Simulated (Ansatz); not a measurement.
W3N:
```
CELL_PARAMETERS angstrom
      0.00000     3.03452     3.03452
      3.03452     0.00000     3.03452
      3.03452     3.03452     0.00000
ATOMIC_POSITIONS crystal
  N  0.00000 0.00000 0.00000
  W  0.50000 0.50000 0.50000
  W  0.25000 0.25000 0.25000
  W  0.75000 0.75000 0.75000
```

Relaxed with PBEsol. Special points in fractions of this cell's reciprocal vectors: Γ (0.000, 0.000, 0.000); X (0.500, 0.000, 0.500); U (0.625, 0.250, 0.625); K (0.375, 0.375, 0.750); L (0.500, 0.500, 0.500); W (0.500, 0.250, 0.750).

List the band energies nearest the Fermi level at these points for PBEsol with spin–orbit coupling in the plane-wave PAW code Ansatz.

In eV from the Fermi level; about four levels below and three above (degenerate sets whole), none deeper than 8.9 eV; points with the same levels are listed once.

```json
[
 {"k": "Γ", "below": "-1.85 -1.85 -1.85 -1.85", "above": "1.07 1.07 1.42 1.42 1.42 1.42"},
 {"k": "X", "below": "-1.08 -1.08 -0.40 -0.40", "above": "0.18 0.18 0.66 0.66"},
 {"k": "U", "below": "-0.32 -0.32 -0.05 -0.05", "above": "0.45 0.45 0.73 0.73"},
 {"k": "L", "below": "-0.09 -0.09 -0.02 -0.02", "above": "0.41 0.41 0.43 0.43"},
 {"k": "W", "below": "-1.28 -1.28 -1.06 -1.06", "above": "0.59 0.59 0.63 0.63"}
]
```

Space group Fm-3m. A made-up cell: these elements were put on the sites of a structure type; neither database checked (COD, Materials Project) lists it. Its standing as an ambient phase is unchecked. Symmetry was held in the PBEsol relaxation. At this level the phase is dynamically unstable (imaginary phonons). The run is not spin-polarised. With an odd number of electrons in the cell and no spin polarisation, the count alone makes it a metal.

Potentials: the earlier of the program's two PAW sets. The files were generated under PBE; for other functionals the program regenerates the frozen cores, and for LDA and PBEsol the local potential too.
